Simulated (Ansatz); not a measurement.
The start is a generated trial cell of Pt in the simple-cubic structure type. The cell and all atomic positions are relaxed at zero pressure with PBEsol (plane waves to 420 eV, PAW, scalar-relativistic; Ansatz, an electronic-structure program). The first steps use a coarse 13×13×13 k-mesh.

The start:
```yaml
crystal:
  lattice:
    - [2.56452, 0.00000, 0.00000]
    - [0.00000, 2.56452, 0.00000]
    - [0.00000, 0.00000, 2.56452]
  atoms:
    - { symbol: Pt, position: [0.00000, 0.00000, 0.00000] }
```

Q: How large is the pressure on the unrelaxed cell, and of which sign?

A: +6.0 GPa (positive: the cell is compressed).

Q: How much energy is released per atom?

A: 0.01 eV/atom.

Q: How does the volume per atom move from start to end?

A: +2.7 %, from 16.87 to 17.32 Å³/atom.

Q: How do the shortest distances between atoms change?

A: The closest pairs of elements (up to four, under 3.6 Å), start → end: Pt–Pt 2.56 → 2.59 Å.

Q: What does it relax into? Give the structure.

A: 
```cif
data_Pt
_chemical_formula_sum 'Pt1'
_space_group_name_H-M_alt 'Pm-3m'
_space_group_IT_number 221
_space_group_name_Hall '-P 4 2 3'
_cell_length_a 2.58718
_cell_length_b 2.58718
_cell_length_c 2.58718
_cell_angle_alpha 90.000
_cell_angle_beta 90.000
_cell_angle_gamma 90.000
loop_
_atom_site_label
_atom_site_type_symbol
_atom_site_symmetry_multiplicity
_atom_site_Wyckoff_symbol
_atom_site_fract_x
_atom_site_fract_y
_atom_site_fract_z
_atom_site_occupancy
Pt1 Pt 1 a 0.00000 0.00000 0.00000 1
```

The space group stays Pm-3m (No. 221) (the run could not lower it); the end is simple cubic type, with 1 atom in the primitive cell. Final values are on a 18×18×18 k-mesh of the relaxed cell. No spin polarisation in the result.

The run could not lose the symmetry of its start, so the end can be a saddle point.

The relaxed structure here is a generated cell of Pt: the first start was made by placing the elements on the sites of a structure type, and the end was not matched to a known phase here, so it may be hypothetical. Known forms of Pt include space group No. 225.
